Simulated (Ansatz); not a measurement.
PbS (rock salt)

```cif
data_PbS
_chemical_formula_sum 'S1 Pb1'
_space_group_name_H-M_alt 'P 1'
_space_group_IT_number 1
_cell_length_a 4.24904
_cell_length_b 4.24904
_cell_length_c 4.24904
_cell_angle_alpha 60.000
_cell_angle_beta 60.000
_cell_angle_gamma 60.000
loop_
_space_group_symop_operation_xyz
  'x, y, z'
loop_
_atom_site_label
_atom_site_type_symbol
_atom_site_fract_x
_atom_site_fract_y
_atom_site_fract_z
_atom_site_occupancy
S1 S 0.00000 0.00000 0.00000 1
Pb1 Pb 0.50000 0.50000 0.50000 1
```

Equation-of-state scan: isotropic scaling of the cell above, V₀ being its volume. Symmetry pins the atoms to their sites.

These are PBE (plane waves to 420 eV, PAW, scalar-relativistic; Ansatz, a quantum-chemistry and plane-wave program) values and carry that method's errors. k mesh 10×10×10 (Γ-centred), Fermi-Dirac smearing 0.05 eV. The energy includes the smearing's −TS. PbS was relaxed with its symmetry unable to fall. Spin-orbit coupling is left out, though Pb is heavy. The PAW data are Ansatz's earlier set. The zero of ΔE is the relaxed starting cell.

```tsv
V (Å³/atom)	ΔE (meV/atom)
25.495	17.9
25.902	9.8
26.309	4.2
26.715	1.0
27.122	0.0
27.529	1.0
27.936	3.8
28.343	8.4
28.750	14.5
```

**Question.** What is the fitted pressure derivative B₀′?

**Answer.** 4.3.

**Question.** What bulk modulus B₀ follows from a third-order Birch-Murnaghan fit?

**Answer.** 52.8 GPa.

(Under strain, the slope of the energy per volume gives the stress and its curvature an elastic modulus.)
